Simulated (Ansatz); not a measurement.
**BeS2: relaxed-ion elastic tensor**

Level of theory: DFT PBE, scalar-relativistic, plane waves, PAW in Ansatz 0.2.0. Plane waves to 420 eV; Γ-centred k mesh 6×6×6; fixed occupations. No spin polarisation.

The cell, relaxed at this level:
```
CELL_PARAMETERS angstrom
4.67588 0.00000 0.00000
0.00000 4.67588 0.00000
0.00000 0.00000 5.89069
ATOMIC_POSITIONS crystal
Be 0.00000 0.00000 0.00000
Be 0.50000 0.50000 0.00000
S 0.84012 0.34012 0.19588
S 0.15988 0.65988 0.19588
S 0.34012 0.15988 0.80412
S 0.65988 0.84012 0.80412
```

The cell was found from a proposed guess, not taken from experiment. No dispersion correction is applied, so modes and constants that involve weak contacts between layers, chains or molecules come out too soft.

(1) Give the relaxed-ion elastic constants (GPa, Voigt order xx yy zz yz xz xy, on the Cartesian axes of the cell above).

(2) Is the crystal stable against homogeneous strain?

(3) And the moduli of a polycrystal (Hill averages)?

Answers

(1)
```
88.0  2.4  1.9  0.0  0.0  0.0
 2.4 88.0  1.9  0.0  0.0  0.0
 1.9  1.9  3.0  0.0  0.0  0.0
 0.0  0.0  0.0  1.7  0.0  0.0
 0.0  0.0  0.0  0.0  1.7  0.0
 0.0  0.0  0.0  0.0  0.0 44.0
```

(2) Yes: the least eigenvalue of the tensor is 1.7 GPa.

(3) B = 12 GPa, G = 12 GPa, E = 27 GPa, ν = 0.13.
